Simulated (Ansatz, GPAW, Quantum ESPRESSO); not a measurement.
# One calculation of HfMo, 3 ways

```
CELL_PARAMETERS angstrom
1.67120 -2.47247 0.00000
1.67120 2.47247 0.00000
0.00000 0.00000 4.44701
ATOMIC_POSITIONS crystal
Hf 0.99106 0.98869 0.00228
Mo 0.49411 0.49453 0.51419
```

The cell comes from a database or a generator and needn't be the stable form of this composition.

Atoms were shifted at random by some hundredths of an Å from the given cell, which wasn't relaxed again for these runs.

Alike in all runs: task single point; functional PBE; k mesh 10 × 10 × 6; occupations fermi-dirac, width 0.05 eV; no spin polarisation; no spin-orbit coupling. Pressure is positive in compression and, in plane waves, holds the error of the finite cutoff, which Ansatz's Pulay term estimates and takes out.

| program and potentials | plane-wave cutoff (eV) | notes | band gap (eV) | pressure (GPa) | largest force (eV/Å) | energy over the undisturbed cell (meV/atom) |
| --- | --- | --- | --- | --- | --- | --- |
| Ansatz, Ansatz PAW | 420 | 20 valence electrons an atom on average | ? | ? | ? | ? |
| Quantum ESPRESSO, SSSP 1.3 efficiency PBE | 816 | 13 valence electrons an atom on average | no gap | 0.32 | 0.356 | 4.75 |
| GPAW, GPAW PAW data sets (gpaw-data 1.2.1) | 600 | 13 valence electrons an atom on average | no gap | 0.69 | 0.366 | - |

Task: Estimate from the other rows what the run with Ansatz, Ansatz PAW gave.

Result: No band gap; pressure 0.34 GPa; largest force 0.357 eV/Å; energy over the undisturbed cell 4.78 meV/atom. Its pressure holds a Pulay term of +0.05 GPa. The other rows, which needn't bracket it: pressure 0.32 to 0.69; largest force 0.356 to 0.366; energy over the undisturbed cell 4.75.
